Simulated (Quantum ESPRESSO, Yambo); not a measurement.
A free-standing PdCl$_{2}$ monolayer (symmetry P2_1/c, slab cell 15.7 Å high): one geometry, one set of PBEsol (pw.x of Quantum ESPRESSO, ONCV potentials, without SOC) orbitals, self-energies from Yambo (4×4×1 Γ-centred k mesh, bands 9 to 160 and a 5 Ry block in the screening, 160 bands in G with the Bruneval-Gonze terminator, plasmon pole fitted at 27.2 eV, slab-truncated Coulomb interaction, stochastic integration of W near q = 0).

```tsv
level	gap Γ → (-0.5, 0) (eV)	direct gap at (0.25, 0) (eV)
PBEsol (Quantum ESPRESSO)	0.95	1.23
exchange only (Hartree-Fock self-energy on PBEsol orbitals)	9.84	10.04
G0W0@PBEsol, plasmon pole	?	?
```

### Question
Fill in the missing entries.

### Answer

- G0W0@PBEsol, plasmon pole, gap Γ → (-0.5, 0) (eV): 2.90
- G0W0@PBEsol, plasmon pole, direct gap at (0.25, 0) (eV): 3.16

Bare exchange has no screening and gives the widest gap.

Nearest settings tried, and what they do to the gap: 70 bands in W, 70 bands in G: +21 meV; 83 bands in W: +12 meV; 2 Ry block (143 vectors against 497): +282 meV; 2×4×1 mesh: -19 meV. Not varied: cell height. So the settings aren't converged at that level.

Geometry relaxed with PBEsol; primitive cell a = 6.3670 Å, b = 3.9607 Å, c = 15.7000 Å, α = 90.00°, β = 90.00°, γ = 90.00°.

This is a model layer cut from the bulk structure; whether it is stable on its own was not checked.
